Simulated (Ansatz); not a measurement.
This cell of Al (fcc, Cu type) is off equilibrium:

```
CELL_PARAMETERS angstrom
      3.99201     0.00000     0.00000
      0.00000     3.99201     0.00000
      0.00000     0.00000     3.99201
ATOMIC_POSITIONS crystal
  Al 0.93521 0.93521 0.93521
  Al 0.50000 0.50000 0.00000
  Al 0.50000 0.00000 0.50000
  Al 0.00000 0.50000 0.50000
```

Computed with r2SCAN (plane waves to 500 eV, PAW, scalar-relativistic; Ansatz, a quantum-chemistry and plane-wave program). k mesh 9×9×9 (Γ-centred), Fermi-Dirac smearing 0.05 eV. Energies are smeared free energies. Compression counts positive. With partly filled bands, energies and forces of such displacements shift with the k mesh and the smearing. On this mesh the relaxed cell isn't quite at rest: it carries a pressure of 0.3 GPa (compression positive) at the zero of the scan. Al was relaxed with its symmetry unable to fall.

Q: What forces act on the atoms (eV/Å, Cartesian)?

A: 
```json
[
 {"atom": "Al1", "Fx": "1.821", "Fy": "1.821", "Fz": "1.821"},
 {"atom": "Al2", "Fx": "-1.019", "Fy": "-1.019", "Fz": "0.217"},
 {"atom": "Al3", "Fx": "-1.019", "Fy": "0.217", "Fz": "-1.019"},
 {"atom": "Al4", "Fx": "0.217", "Fy": "-1.019", "Fz": "-1.019"}
]
```

Q: Give the stress tensor in GPa and the pressure.

A: 
```
    5.1      2.1      2.1
    2.1      5.1      2.1
    2.1      2.1      5.1
```
The pressure, a third of the trace, is 5.1 GPa.

Q: In it atom 1 sits (-0.259, -0.259, -0.259) Å away from its relaxed site. What is its energy relative to the relaxed cell?

A: 630 meV/cell.

(A displaced cell: forces are minus the slopes of the energy, force constants its curvatures, and phonons follow from these.)
